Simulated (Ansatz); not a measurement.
One crystal and one scan (frozen-phonon scan) at two levels, PBE (plane waves to 420 eV, PAW, scalar-relativistic; Ansatz, an electronic-structure program) and r2SCAN (plane waves to 500 eV, PAW, scalar-relativistic; Ansatz), each from its own relaxed cell and on its own mesh.

The crystal is Au (fcc, Cu type); a phonon pattern at L = (0.5, 0.0, 0.0) is frozen into a 2-atom cell, Q being the largest atomic displacement.

Au was relaxed with its symmetry unable to fall. Spin-orbit coupling is left out, though Au is heavy. With partly filled bands, energies and forces of such displacements shift with the k mesh and the smearing. Both scans cover Q from -0.180 to 0.180 Å.

| quantity | run 1 | run 2 |
|---|---|---|
| Lattice constant a (Å) | 4.124 | 4.157 |
| Energy at Q = 0.180 Å (meV/cell) | 66 | 64 |

Task: Which run is which level?

Result: Run 2 is PBE, run 1 is r2SCAN. PBE gives the higher value for: lattice constant a. Both give the same space group of the distorted cell: P-1 (No. 2), lowered from Fm-3m. Neither level is exact: the differences show how much the result hangs on the functional.

(A displaced cell: forces are minus the slopes of the energy, force constants its curvatures, and phonons follow from these.)
